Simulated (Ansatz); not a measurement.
**Ba3Lu, before and after**

A trial structure of Ba3Lu was built thus: random cell by space group and Wyckoff sites (P6/mmm, No. 191). Lengths were set from tabulated atomic sizes, so they are only a guess.

start:

Space group P6/mmm (No. 191). a = 6.248 Å, b = 6.248 Å, c = 4.775 Å, α = 90.00°, β = 90.00°, γ = 120.00°
| atom | site | symmetry | x | y | z |
| --- | --- | --- | --- | --- | --- |
| Ba | 3g | mmm | 0.5000 | 0.0000 | 0.5000 |
| Lu | 1a | 6/mmm | 0.0000 | 0.0000 | 0.0000 |

Method: DFT PBE, scalar-relativistic, plane waves, PAW (Ansatz 0.2.0). Cutoff 420 eV, Gaussian smearing, Γ-centred meshes. Cell and atoms relax first on a coarse mesh and then on a finer one. In between, the cell is made exact in the group found at 0.06 Å. In metals the finer mesh still leaves noise of several meV/atom or more. The steps can't lower the symmetry of their start. No spin polarisation.

end:

Space group P6/mmm (No. 191). a = 7.783 Å, b = 7.783 Å, c = 3.773 Å, α = 90.00°, β = 90.00°, γ = 120.00°
| atom | site | symmetry | x | y | z |
| --- | --- | --- | --- | --- | --- |
| Ba | 3g | mmm | 0.5000 | 0.0000 | 0.5000 |
| Lu | 1a | 6/mmm | 0.0000 | 0.0000 | 0.0000 |

The symmetry stays P6/mmm (No. 191). The volume per atom grows by 22.6 %, from 40.4 to 49.5 Å³. The shortest distance goes from 3.12 Å (Ba–Ba) to 3.77 Å (Ba–Ba and Lu–Lu). The ratio c/a of the conventional cell changes by a factor of 0.63. The energy falls by about 0.71 eV/atom (the start's value is from the coarse mesh).

```yaml
Volume_per_atom: 49.48 Å³
Density: 4.92 g/cm³
Energy_over_the_elements: +0.36 eV/atom
Gap_on_the_6×6×12_mesh_of_the_4-atom_cell: 0 eV (a metal)
```

Energies over the elements count from the elements' standard structures at the same level, with no fitted energy shifts. The separate elements lie lower, so it is unstable against them.

The last run used Gaussian smearing of 0.10 eV. The cell is a metal run without spin; a magnetic state may lie lower. Symmetry constrained the relaxation, so the result can be a saddle point. In all, the 3 runs took 5.9 min on 1 thread of Arm Neoverse N1, with other jobs on the host.
